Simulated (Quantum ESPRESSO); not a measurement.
Kohn-Sham bands of GaBi (zinc blende)

```
CELL_PARAMETERS angstrom
      0.00000     3.18267     3.18267
      3.18267     0.00000     3.18267
      3.18267     3.18267     0.00000
ATOMIC_POSITIONS crystal
  Ga 0.75000 0.75000 0.75000
  Bi 0.00000 0.00000 0.00000
```

Structure: Materials Project mp-1018126, symmetrised, not relaxed again. Not found in the COD (Crystallography Open Database) copy used; not checked further. Computed values, not measurements, from LDA: Quantum ESPRESSO (norm-conserving PseudoDojo potentials, cutoff 64 Ry, no spin polarisation, no spin-orbit coupling) on a Γ-centred 8×8×8 mesh, then Wannier90. Density: 12×12×12 mesh, cold smearing 0.01 Ry. Spin-orbit coupling is left out although heavy elements are present.

Energies are relative to the Fermi level; weights are on the orthonormalised atomic waves of the pseudopotential files, averaged over the group. 28 electrons a cell are treated as valence.

```
bands  from (eV)  to (eV)  filling  weight on atomic waves
-----  ---------  -------  -------  ----------------------
1–5       -22.50   -22.45   filled                     [?]
6–10      -15.12   -15.02   filled                     [?]
11        -12.17   -10.56   filled                     [?]
```

**Question.** Which atomic shells make up each group?

**Answer.** 
- 1–5, weight on atomic waves: Bi 5d 100 %
- 6–10, weight on atomic waves: Ga 3d 99 %
- 11, weight on atomic waves: Bi 6s 68 %, Ga 4p 19 %, Ga 4s 9 %

No gap over 0.05 eV opens at the Fermi level at this level of theory.
